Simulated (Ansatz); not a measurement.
Bi:
```
CELL_PARAMETERS angstrom
      3.21926     0.00000     0.00000
      0.00000     3.21926     0.00000
      0.00000     0.00000     3.21926
ATOMIC_POSITIONS crystal
  Bi 0.00000 0.00000 0.00000
```

Relaxed with PBEsol. Special points in fractions of this cell's reciprocal vectors: Γ (0.000, 0.000, 0.000); X (0.000, 0.500, 0.000); M (0.500, 0.500, 0.000); R (0.500, 0.500, 0.500).

Task: List the band energies nearest the Fermi level at these points for PBEsol with spin–orbit coupling (plane waves, PAW; program Ansatz).

Result: In eV from the Fermi level; about four levels below and three above (degenerate sets whole), none deeper than 8.9 eV; points with the same levels are listed once.

```tsv
k	below	above
Γ	–	1.07 1.07 3.87 3.87 3.87 3.87
X	-5.45 -5.45	3.68 3.68 6.06 6.06
M	-4.20 -4.20 -2.79 -2.79	2.50 2.50 6.90 6.90
R	-0.82 -0.82 -0.82 -0.82	5.19 5.19 5.19 5.19
```

Space group Pm-3m (simple cubic). The start of the workflow was typed in or built on a structure type; neither database checked (COD, Materials Project) lists it. It is not the phase usual at ambient conditions (space group No. 166). The PBEsol relaxation kept the symmetry of its start; its stability against distortions is not shown here.

Potentials: the earlier of the program's two PAW sets. The files were generated under PBE; for other functionals the program regenerates the frozen cores, and for LDA and PBEsol the local potential too.
